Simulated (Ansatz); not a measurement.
LaN:
```yaml
crystal:
  lattice:
    - [4.15665, 0.00000, 0.00000]
    - [-2.07832, 3.59976, 0.00000]
    - [0.00000, 0.00000, 5.85871]
  atoms:
    - { symbol: La, position: [0.33333, 0.66667, 0.99471] }
    - { symbol: La, position: [0.66667, 0.33333, 0.49471] }
    - { symbol: N, position: [0.33333, 0.66667, 0.41529] }
    - { symbol: N, position: [0.66667, 0.33333, 0.91529] }
```

Relaxed with r²SCAN. Special points in fractions of this cell's reciprocal vectors: Γ (0.000, 0.000, 0.000); M (0.500, 0.000, 0.000); K (0.333, 0.333, 0.000); A (0.000, 0.000, 0.500); L (0.500, 0.000, 0.500); H (0.333, 0.333, 0.500).

Q: List the band energies nearest the valence-band maximum at these points for r²SCAN with spin–orbit coupling in the plane-wave PAW code Ansatz.

A: In eV from the valence-band maximum; about four levels below and three above (degenerate sets whole), none deeper than 8.9 eV; points with the same levels are listed once.

```json
[
 {"k": "Γ", "below": "-1.51 -1.51 -0.46 -0.46", "above": "1.44 1.44 3.08 3.08"},
 {"k": "M", "below": "-0.74 -0.74 -0.34 -0.34", "above": "1.89 1.89 2.61 2.61"},
 {"k": "K", "below": "-1.13 -1.13 -1.09 0.00 0.00", "above": "1.75 1.75 2.36 2.36"},
 {"k": "A", "below": "-1.96 -1.96 -1.96 -1.96", "above": "2.63 2.63 2.63 2.63"},
 {"k": "L", "below": "-0.89 -0.89 -0.89 -0.89", "above": "2.68 2.68 2.68 2.68"},
 {"k": "H", "below": "-0.90 -0.90 -0.67 -0.67", "above": "2.15 2.15 2.24 2.24"}
]
```

Space group P6_3mc. The first step of the workflow began from a Materials Project structure, measured or hypothetical; the Crystallography Open Database copy checked does not list it. COD files the formula under space group No. 225. Whether it is the stable phase at ambient conditions was not checked. The r²SCAN relaxation kept the symmetry of its start; whether a distortion lowers the energy is not shown.

Potentials: the later of the program's two PAW sets.
